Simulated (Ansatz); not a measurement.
# KMgF3: relaxation (Ansatz)

input.yaml:

```yaml
crystal:
  lattice:
    - [4.048176, 0.0, 0.0]
    - [0.0, 4.048176, 0.0]
    - [0.0, 0.0, 4.048176]
  atoms:
    - { symbol: K, position: [0.5, 0.5, 0.5] }
    - { symbol: Mg, position: [0.0, 0.0, 0.0] }
    - { symbol: F, position: [0.5, 0.0, 0.0] }
    - { symbol: F, position: [0.0, 0.5, 0.0] }
    - { symbol: F, position: [0.0, 0.0, 0.5] }
  symmetry: { tolerance: 0.0003 }
kpoints:
  mp_grid: { grid: [6, 6, 6], shift: [0, 0, 0] }
magnetization:
  spin_polarized: false
scf:
  occupations: { method: fermi_dirac, width: 0.1043 }
  lower_state_search: "off"
hamiltonian:
  pseudopotentials: { kind: paw }
  xc: r2scan
basis:
  ecutwfc: 500
  fft_grid_basis: typed
relax:
  max_steps: 60
  cell: { p_target: 0.0 }
  f_tol: 0.03
output:
  forces: true
  stress: true
  eigenvalues: true
  bader: true
  populations: true
  elf: true
  write_potential: true
  volumetric_format: npy
  dos:
    e_range: [-12, 8]
    de: 0.05
    projected: { site_lists: { F: [F], K: [K], Mg: [Mg] } }
  write_density: true
checkpoint:
  read: saved_state
```

Run with:

```bash
ansatz run input.yaml --threads 2 --pin off --max-ram 3584MiB --backend cpu --events-out ev --progress --plain --runs-dir out
```

Origin of the cell: a database entry, scaled a little.

The saved state is a converged single point of the same cell.

Steps («new basis» is an SCF on plane waves selected anew at the same cell):

```csv
step,ΔF (meV/atom),max force component (eV/Å),P (GPa),volume (Å³),SCF iterations,step was
1,0.0,0.000,-3.50,66.34,5,accepted
2,-5.6,0.000,-1.94,64.76,5,accepted
3,-8.0,0.000,0.20,62.90,5,accepted
4,-8.0,0.000,-0.01,63.07,4,accepted
5,-7.5,0.000,0.02,63.07,6,new basis
```

Step 1, with forces in eV/Å:

```xyz
5
Lattice="4.048 0.000 0.000 0.000 4.048 0.000 0.000 0.000 4.048" Properties=species:S:1:pos:R:3:forces:R:3 pbc="T T T" step=1
K     2.024    2.024    2.024    0.000    0.000    0.000
Mg    0.000    0.000    0.000    0.000    0.000    0.000
F     2.024    0.000    0.000    0.000    0.000    0.000
F     0.000    2.024    0.000    0.000    0.000    0.000
F     0.000    0.000    2.024    0.000    0.000    0.000
```

Step 2, with forces in eV/Å:

```xyz
5
Lattice="4.016 0.000 0.000 0.000 4.016 0.000 0.000 0.000 4.016" Properties=species:S:1:pos:R:3:forces:R:3 pbc="T T T" step=2
K     2.008    2.008    2.008    0.000    0.000    0.000
Mg    0.000    0.000    0.000    0.000    0.000    0.000
F     2.008    0.000    0.000    0.000    0.000    0.000
F     0.000    2.008    0.000    0.000    0.000    0.000
F     0.000    0.000    2.008    0.000    0.000    0.000
```

Step 3, with forces in eV/Å:

```xyz
5
Lattice="3.977 0.000 0.000 0.000 3.977 0.000 0.000 0.000 3.977" Properties=species:S:1:pos:R:3:forces:R:3 pbc="T T T" step=3
K     1.988    1.988    1.988    0.000    0.000    0.000
Mg    0.000    0.000    0.000    0.000    0.000    0.000
F     1.988    0.000    0.000    0.000    0.000    0.000
F     0.000    1.988    0.000    0.000    0.000    0.000
F     0.000    0.000    1.988    0.000    0.000    0.000
```

Step 5, with forces in eV/Å:

```xyz
5
Lattice="3.980 0.000 0.000 0.000 3.980 0.000 0.000 0.000 3.980" Properties=species:S:1:pos:R:3:forces:R:3 pbc="T T T" step=5
K     1.990    1.990    1.990    0.000    0.000    0.000
Mg    0.000    0.000    0.000    0.000    0.000    0.000
F     1.990    0.000    0.000    0.000    0.000    0.000
F     0.000    1.990    0.000    0.000    0.000    0.000
F     0.000    0.000    1.990    0.000    0.000    0.000
```

```yaml
Free_energy_lowered_by: 7.5 meV/atom
Volume_change: -4.93 %
Final_pressure: 0.02 GPa
Relaxation_steps_listed: 5
Gap_on_the_mesh: 8.30 eV
```

Caveats: the relaxation held the start's symmetry, so the end may be a saddle point.

It ran for 35 s on 2 threads of Intel(R) Xeon(R) Platinum 8259CL CPU @ 2.50GHz (Skylake/Cascade Lake), with other jobs on the host, peak memory 0.72 GiB, from a saved density.
